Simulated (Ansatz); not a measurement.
**Notes on SiGe2**

```
Si Ge
1.0
     0.00000    2.50781    4.28471
     0.00000   -2.50781    4.28471
     4.41933    2.50781    0.00000
Si Ge
2 4
Direct
  0.00000 0.00000 0.00000
  0.25000 0.25000 0.50000
  0.66700 0.33300 0.66600
  0.33300 0.66700 0.33400
  0.58300 0.91700 0.83400
  0.91700 0.58300 0.16600
```

Method: r2SCAN, no spin polarisation; PAW, plane waves to 500 eV, 8×8×8 Γ-centred mesh, fermi-dirac occupations (width 0.0352 eV) (Ansatz 0.2.0), atoms fixed.

**Stress.** The pressure is 12.2 GPa (compression positive), so with the atoms held at these fractions the cell would first expand. The principal stresses 6.3, 11.8, 18.5 GPa differ, so its shape would change too.
**Contacts.** Ge–Ge at 2.59 Å: least valence density 0.36 e/Å³ and ELF 0.53 there. Si–Ge at 2.59 Å is left out, since its least density falls inside a PAW sphere. These are pseudo-fields; inside the PAW spheres they differ from the all-electron ones.
**Forces.** The largest is on Ge3 (and as large on other atoms): 0.21 eV/Å, components (-0.21, 0.00, 0.00). It makes 74° with the line to a nearest neighbour, Si2 at 2.59 Å.
**At the Fermi level.** It is a metal, with about 2.4 states/eV a cell as the mean within 0.25 eV of the Fermi level, mostly Ge p (49 %), Si p (25 %) and Ge s (13 %).

Origin: a known structure type with other elements, at an estimated volume, so it need not be a known compound.
